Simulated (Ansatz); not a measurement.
Ansatz 0.2.0, settings compared: CsLaS2

Input:

```yaml
crystal:
  lattice:
    - [4.307389, 0.0, 0.0]
    - [-2.153695, 3.730313, 0.0]
    - [-2.153695, 1.243438, 7.663594]
  atoms:
    - { symbol: La, position: [0.5, 0.5, 0.5] }
    - { symbol: S, position: [0.2337, 0.7663, 0.7011] }
    - { symbol: S, position: [0.7663, 0.2337, 0.2989] }
    - { symbol: Cs, position: [0.0, 0.0, 0.0] }
  symmetry: { tolerance: 0.0003 }
kpoints:
  mp_grid: { grid: [5, 5, 5], shift: [0, 0, 0] }
magnetization:
  spin_polarized: false
scf:
  occupations: { method: gaussian, width: 0.1305 }
hamiltonian:
  pseudopotentials: { kind: paw }
  xc: r2scan
basis:
  ecutwfc: 500
output:
  forces: true
  stress: true
  eigenvalues: true
```

Run with:

```bash
ansatz run input.yaml --threads 1 --pin off --max-ram 2560MiB --backend cpu --events-out ev --progress --plain --runs-dir out
```

Origin of the cell: a known structure type with other elements, at an estimated volume, so it need not be a known compound.

Output of this run (shortened):

```
Warning: crystal.lattice misses the space group found at crystal.symmetry.tolerance 3.0e-4 in a digit that the deck types, which is why this is a warning: making the lattice exact moves one o […]
Pseudopotentials: kind: paw
Pseudopotential: La, paw, valence charge 11, recommended cutoff 500 eV (meta_gga), La.paw.azcp
Pseudopotential: S, paw, valence charge 6, recommended cutoff 500 eV (meta_gga), S.paw.azcp
Pseudopotential: Cs, paw, valence charge 9, recommended cutoff 500 eV (meta_gga), Cs.paw.azcp
Functional definition: r2SCAN
  exchange = r2scan_x(k0 = k0, k1 = k1, a1 = a1)
  correlation = r2scan_c
Crystal: 4 atoms, lattice volume = 123.138 Å³
Basis set: ecut = 500 eV, 3153 PW (Γ), exchange–correlation on 128×128×240 points (64 copies of the dense FFT grid, shifted against one another)
Bands: 20, of which v1, the nominal top of the filled ones, is band 16 counted from 1 (15 counted from 0)
[… 12 lines left out …]
Initial density: superposition of atomic densities (neutral atoms: chi_scale 0, normalization atom), corrected by the library's trained network
Functional: x = r2scan, c = r2scan; τ floored in thin density (d = 2e-4 eV/Å³)
SCF iter   1: F=—  HF=-13770.755362 eV  Δρ=5.80e-3  dr2=6.72e-2  dr2_τ=1.40e-2
SCF iter   2: F=—  HF=-13770.803385 eV  Δρ=2.51e-3  dr2=8.14e-3  dr2_τ=6.13e-4
SCF iter   3: F=—  HF=-13770.801898 eV  Δρ=6.88e-4  dr2=3.92e-4  dr2_τ=3.52e-5
SCF iter   4: F=—  HF=-13770.801994 eV  Δρ=1.24e-4  dr2=2.55e-5  dr2_τ=4.98e-7
SCF iter   5: F=—  HF=-13770.802003 eV  Δρ=3.17e-5  dr2=2.62e-6  dr2_τ=1.38e-7
SCF iter   6: F=-13770.802003 eV  HF=-13770.802003 eV  Δρ=6.67e-6  dr2=6.60e-8  dr2_τ=2.24e-9
SCF 1 converged in 6 iterations: F = -13770.802003 eV  dr2 = 6.60e-8
SCF converged after 6 iterations
Free energy (F): -13770.802003 eV
Harris-Foulkes:  -13770.802003 eV  (|F-HF|=2.96e-8)
Internal energy: -13770.802003 eV  (E = F + TS)
E sigma→0 (E₀):  -13770.802003 eV
Fermi energy:    7.215788 eV
--- Per-component energies (eV) ---
  E_band       = -106.927951
  E_kinetic    = 550.482441
  E_local      = -876.415941  (includes V_loc(G=0)·N_el)
  E_nonlocal   = 180.596875
  E_hartree    = 299.713326
  E_xc         = -481.269713
  E_vxc        = -490.828156  (∫ρ·V_xc dr)
  E_paw        = -11750.662237  (= ΣΔE_a)
  E_vpaw       = -93.709261  (= ΣTr[D̂ρ^β])
  E_aug_tail   = 0.000002  (compensation charges beyond the density's cutoff)
  E_vtau       = 23.519088  (kinetic-family band-sum trace: ∫τ·v_τ [+ j·A + Jᵃ·Aᵃ] dr)
  E_ewald      = -1693.145613
  E_core_change = -0.101142  (= ΣΔE_core)
  E_smearing   = -0.000000  (= −TS)
  Σ components = -13770.802003   (vs F -13770.802003, Δ=0.00e0)
--- Forces (eV/Å), atoms counted from 1 ---
  atom   1  La     0.000000     0.000000     0.000000
  atom   2  S      0.000000    -0.000000    -0.537470
  atom   3  S     -0.000000     0.000000     0.537470
  atom   4  Cs     0.000000     0.000000     0.000000
  max |Σ_I F_I| component: 9.25e-18 eV/Å
--- Stress (GPa, compression-positive) ---
        1.675734       0.000000      -0.000000
        0.000000       1.675734       0.000000
       -0.000000       0.000000       3.767181
  P = ⅓ Tr σ = 2.3729 GPa (23.729 kbar)
```

The same input was run again with these changes:

1. `scf.algorithm` default → direct_min; `scf.occupations.width` 0.1305 → 0.05
2. `scf.lower_state_search` default → "off"; `scf.algorithm` default → density_mixing; typed moments: none
3. `scf.initial_density.chi_scale` default → 0.1; `scf.lower_state_search` default → full
4. `kpoints.mp_grid.shift` [0, 0, 0] → [0.5, 0.5, 0.5]; `magnetization` { spin_polarized: false } → { spin_polarized: true } (starts: small); typed moments: La1 0.2, S2 0.2, S3 0.2, Cs4 0.2

| run | end | SCF iterations | P (GPa) | max force component (eV/Å) | moment (μB) | ΔE(σ→0) (meV/atom) |
| --- | --- | --- | --- | --- | --- | --- |
| base | converged | 6 | 2.37 | 0.537 | – | 0 |
| 1 | converged | 8 | 2.37 | 0.537 | – | 0.00 |
| 2 | converged | 6 | 2.37 | 0.537 | – | 0.00 |
| 3 | converged | 9 | 2.37 | 0.537 | – | 0.00 |
| 4 | converged | 14 | 2.37 | 0.537 | 0.00 | -0.32 |

Energies are compared only where functional, datasets, charge and starting cell are the same.

Caveats of the base run: no spin-orbit coupling, though heavy elements are present.

Run 4: a starting moment was lost; the k mesh keeps only part of the crystal's symmetry.

Time of the base run: 5.2 s on 1 thread of Intel(R) Xeon(R) 6975P-C (Granite Rapids) (shared host), peak memory 0.73 GiB, from the program's own first density.
